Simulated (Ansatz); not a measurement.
The calculation used DFT PBE, scalar-relativistic, plane waves, PAW in Ansatz 0.2.0. All cells share a 420 eV cutoff and Γ-centred k meshes spaced at most about 0.3 Å⁻¹ (about 0.25 or finer for metals, 2π included). Collinear spin in cells that started with moments and kept them past the coarse steps, no spin elsewhere.

All energies are static (0 K, no zero-point motion).

Compare these two cells of Ti₄Ga, each relaxed at this level.

A. (site moments Ti 0.6 (×4) μB)

```xyz
5
Lattice="-2.9412 2.9412 2.9412 2.9412 -2.9412 2.9412 2.9412 2.9412 -2.9412" Properties=species:S:1:pos:R:3 pbc="T T T"
Ti    1.4706    1.4706    1.4706
Ti    1.4706    1.4706   -1.4706
Ti    1.4706   -1.4706    1.4706
Ti   -1.4706    1.4706    1.4706
Ga    0.0000    0.0000    0.0000
```

B. (no spin)

```xyz
5
Lattice="5.3036 0.0000 0.0000 -2.6518 4.5930 0.0000 0.0000 0.0000 4.9926" Properties=species:S:1:pos:R:3 pbc="T T T"
Ti    2.6518    0.0000    2.4963
Ti   -1.3259    2.2965    2.4963
Ti    1.3259    2.2965    2.4963
Ti    0.0000    0.0000    2.4963
Ga    0.0000    0.0000    0.0000
```

Question: Which would you expect to be lower, and how large is the difference?

Answer: A is lower, by 0.33 eV/atom. A has space group Im-3m (No. 229), 20.4 Å³/atom and no gap on its mesh; B has space group P6/mmm (No. 191), 24.3 Å³/atom and no gap. Counting all near atoms (those within 1.25 times the shortest distance at each site; a plus sign parts nearer from farther groups; a slash parts the counts of unlike sites), A has Ti 2+6, Ga 8 and B has Ti 6/8, Ga 2. Their magnetic states differ too, which can make part of the margin. The denser one is the lower, and pressure would at first widen the difference. Even the lower one lies +0.60 eV/atom against the reference forms of the elements (uncorrected), so neither is stable at this level. In A, Ti has 2 Ga at 2.55 Å and 6 Ti at 2.94 Å; Ga has 8 Ti at 2.55 Å. In B, around Ti on a site of symmetry mmm lie 6 Ti at 2.65 Å; around Ti on a site of symmetry 6/mmm lie 2 Ga at 2.50 Å and 6 Ti at 2.65 Å; Ga is surrounded by 2 Ti at 2.50 Å. Both come from invented guesses. A third cell relaxed alike, in Cmmm, lies 0.43 eV/atom below the lower of the two.

Another magnetic order may lie lower. Cells relaxed within their symmetry can be saddle points.
